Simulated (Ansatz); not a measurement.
The relaxed structure here is a generated cell of Ga2O3: the first start was made by placing the elements on the sites of a structure type, and the end was not matched to a known phase here, so it may be hypothetical. Known forms of Ga2O3 include space group No. 12, 167.

The end point of a relaxation of Ga₂O₃. Space group Ia-3 (No. 206), bixbyite type. Level of theory: PBEsol (plane waves to 420 eV, PAW, scalar-relativistic; Ansatz, a first-principles code).

Space group Ia-3 (No. 206); a = 9.288 Å, b = 9.288 Å, c = 9.288 Å, α = 90.00°, β = 90.00°, γ = 90.00°

```tsv
atom	site	symmetry	x	y	z
Ga	8b	.-3.	0.2500	0.2500	0.2500
Ga	24d	2..	0.0000	0.2500	0.4639
O	48e	1	0.1107	0.3420	0.1151
```
(The calculation used a cell of 40 atoms; values per cell refer to that cell.)

For Ga2O3, the volume per atom is 10.02 Å³ and the band gap comes out as 2.49 eV, indirect (valence top at N, conduction bottom at Γ) (no spin-orbit coupling). The smallest direct gap is 2.58 eV at Γ, the shortest distances is Ga–O 1.94 Å; O–O 2.58 Å; Ga–Ga 3.06 Å and the k-mesh is 4×4×4.

Band energies at high-symmetry points (eV from the VBM; labels of this space group; no spin-orbit coupling), from −5 eV up to 7.5 eV:

| point | energies |
|---|---|
| Γ | -4.89 -4.68 -4.68 -4.68 -4.25 -4.25 -4.25 -4.07 -3.85 -3.85 -3.85 -3.80 -3.80 -3.80 -3.07 -2.86 -2.86 -2.86 -2.69 -2.69 -2.23 -2.23 -2.23 -2.12 -2.12 -2.12 -2.00 -2.00 -2.00 -1.97 -1.96 -1.96 -1.75 -1.75 -1.75 -1.46 -1.46 -1.00 -1.00 -1.00 -0.71 -0.71 -0.71 -0.48 -0.48 -0.48 -0.46 -0.46 -0.46 -0.37 -0.37 -0.30 -0.30 -0.30 -0.30 -0.09 -0.09 -0.09 2.49 6.51 6.63 6.63 6.64 6.64 6.64 6.66 6.82 6.82 6.82 6.95 6.95 6.95 7.00 7.00 |
| H | -4.97 -4.77 -4.77 -4.77 -4.45 -4.45 -4.45 -4.31 -4.31 -4.31 -4.21 -4.21 -4.21 -4.13 -3.70 -3.70 -3.70 -3.45 -3.45 -3.29 -2.88 -2.88 -2.68 -2.68 -2.68 -2.33 -2.33 -2.33 -2.01 -2.01 -2.01 -1.90 -1.90 -1.72 -1.72 -1.72 -1.64 -1.64 -1.64 -1.53 -1.53 -1.01 -1.01 -1.01 -0.73 -0.73 -0.73 -0.70 -0.70 -0.60 -0.47 -0.47 -0.47 -0.41 -0.41 -0.25 -0.25 -0.25 -0.21 -0.21 -0.21 -0.11 5.47 5.47 5.47 5.55 5.55 5.55 6.23 6.23 6.23 6.73 7.37 7.37 7.37 7.48 |
| N | -4.86 -4.86 -4.71 -4.71 -4.43 -4.43 -4.09 -4.09 -3.95 -3.95 -3.79 -3.79 -3.69 -3.69 -3.25 -3.25 -3.15 -3.15 -2.95 -2.95 -2.70 -2.70 -2.58 -2.58 -2.55 -2.55 -2.32 -2.32 -2.18 -2.18 -1.85 -1.85 -1.75 -1.75 -1.42 -1.42 -1.30 -1.30 -1.17 -1.17 -1.13 -1.13 -1.03 -1.03 -0.83 -0.83 -0.63 -0.63 -0.50 -0.50 -0.44 -0.44 -0.34 -0.34 -0.32 -0.32 -0.16 -0.16 0.00 0.00 4.61 4.61 6.09 6.09 6.28 6.28 6.77 6.77 6.93 6.93 7.00 7.00 7.14 7.14 7.34 7.34 |
| P | -4.71 -4.71 -4.71 -4.71 -4.19 -4.19 -4.19 -4.19 -3.65 -3.65 -3.65 -3.65 -3.43 -3.43 -3.43 -3.43 -3.03 -3.03 -3.03 -3.03 -2.86 -2.86 -2.86 -2.86 -2.43 -2.43 -2.43 -2.43 -1.88 -1.88 -1.88 -1.88 -1.46 -1.46 -1.46 -1.46 -1.45 -1.45 -1.45 -1.45 -1.22 -1.22 -1.22 -1.22 -0.70 -0.70 -0.70 -0.70 -0.63 -0.63 -0.63 -0.63 -0.10 -0.10 -0.10 -0.10 -0.10 -0.10 -0.10 -0.10 5.21 5.21 5.21 5.21 6.69 6.69 6.69 6.69 7.07 7.07 7.07 7.07 7.17 7.17 7.17 7.17 |

No spin polarisation in the result.

The run could not lose the symmetry of its start: the end is stationary, and may be a saddle point rather than a minimum.
